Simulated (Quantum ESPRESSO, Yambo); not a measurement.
## Quasiparticle gap of K3CoF6

```xyz
10
Lattice="0.0000 4.2767 4.2767 4.2767 0.0000 4.2767 4.2767 4.2767 0.0000" Properties=species:S:1:pos:R:3 pbc="T T T"
F      1.8389     4.2767     4.2767
F      6.7144     4.2767     4.2767
F      4.2767     1.8389     4.2767
F      4.2767     6.7144     4.2767
F      4.2767     4.2767     1.8389
F      4.2767     4.2767     6.7144
K      2.1383     2.1383     2.1383
K      6.4150     6.4150     6.4150
K      4.2767     4.2767     4.2767
Co     0.0000     0.0000     0.0000
```

The geometry is that of Materials Project entry mp-1111145, symmetrised and not relaxed again.

Starting point: norm-conserving PBEsol (Quantum ESPRESSO, 96 Ry, no spin-orbit coupling). G0W0 in Yambo: 2×2×2 Γ-centred k mesh, bands 5 to 303 and a 8 Ry block in the screening, 303 bands in G with the Bruneval-Gonze terminator, plasmon pole fitted at 27.2 eV.

```
Item                                                 Value
-------------------------------------------------  -------
PBEsol gap along the band path                     1.32 eV
PBEsol gap between the mesh's edge points (X → X)  1.32 eV
G0W0 gap between the same points                   5.16 eV
```

```json
[
 {"k point": "Γ", "band": "VB", "E PBEsol (eV)": "-0.11", "E QP (eV)": "-1.50", "shift (eV)": "-1.38", "Z": "0.75"},
 {"k point": "Γ", "band": "CB", "E PBEsol (eV)": "1.42", "E QP (eV)": "3.91", "shift (eV)": "2.49", "Z": "0.77"},
 {"k point": "L", "band": "VB", "E PBEsol (eV)": "-0.05", "E QP (eV)": "-1.43", "shift (eV)": "-1.38", "Z": "0.75"},
 {"k point": "L", "band": "CB", "E PBEsol (eV)": "1.55", "E QP (eV)": "4.02", "shift (eV)": "2.47", "Z": "0.76"},
 {"k point": "X", "band": "VB", "E PBEsol (eV)": "0.00", "E QP (eV)": "-1.38", "shift (eV)": "-1.38", "Z": "0.75"},
 {"k point": "X", "band": "CB", "E PBEsol (eV)": "1.32", "E QP (eV)": "3.77", "shift (eV)": "2.45", "Z": "0.77"}
]
```

Energies count from the PBEsol valence-band maximum.

Nearest settings tried, and what they do to the gap: 3 Ry block (113 vectors against 459): +1002 meV. Not varied: bands in G, bands in W, mesh. So the settings aren't converged at that level. The k mesh is coarse.

The 3d shell has no Hubbard U; the runs are without spin polarisation, and magnetic order was not tried.

The structure is a Materials Project entry; no match was found in the copy of COD used, and its stability was not checked.
